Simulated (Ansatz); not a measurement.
KI (rock salt)

```yaml
crystal:
  lattice:
    - [0.00000, 3.50327, 3.50327]
    - [3.50327, 0.00000, 3.50327]
    - [3.50327, 3.50327, 0.00000]
  atoms:
    - { symbol: I, position: [0.00000, 0.00000, 0.00000] }
    - { symbol: K, position: [0.50000, 0.50000, 0.50000] }
```

The slice is a {111} plane (indices of the conventional cell) through the point (0.500, 0.500, 0.500) (fractional), spanned by u = [100] and v = [-1 2 0] in vectors of this cell: u (4.95 Å) and v (8.58 Å, at 90° to u). It covers one period; positions are fractions (u, v).

These are PBEsol (plane waves to 420 eV, PAW, scalar-relativistic; Ansatz, a quantum-chemistry and plane-wave program) values and carry that method's errors. k mesh 8×8×8. Inside the PAW spheres the values are not all-electron values, and peaks at nuclei hang on which shells count as valence. KI was relaxed with its symmetry unable to fall. Spin-orbit coupling is left out, though I is heavy.

Q: Sketch the electron localisation function (ELF) on this plane as a map.

A: 
```
|xx9999110000000000119999|
|998844000011221100004488|
|221100000022332200000011|
|000000000022332200000000|
|110000000000110000000000|
|332200000000000000000022|
|332200000011221100000022|
|221100004488998844000011|
|000000119999xx9999110000|
|0000003399xxxxxx99330000|
|000000119999xx9999110000|
|221100004488998844000011|
|332200000011221100000022|
|332200000000000000000022|
|110000000000110000000000|
|000000000022332200000000|
|221100000022332200000011|
|998844000011221100004488|
|xx9999110000000000119999|
|xxxx993300000000003399xx|
```
Scale: ten equal steps from 0.01 (start of '0') to 0.88 (end of '9'), in the order '0123456789'. Values: electron localisation function (ELF). The map has 12 points along u (two characters each, u = 0 at the left) and 20 along v (v = 0 in the bottom row). Points within 0.5 Å of a nucleus are blanked (x), as the pseudised field means little there.
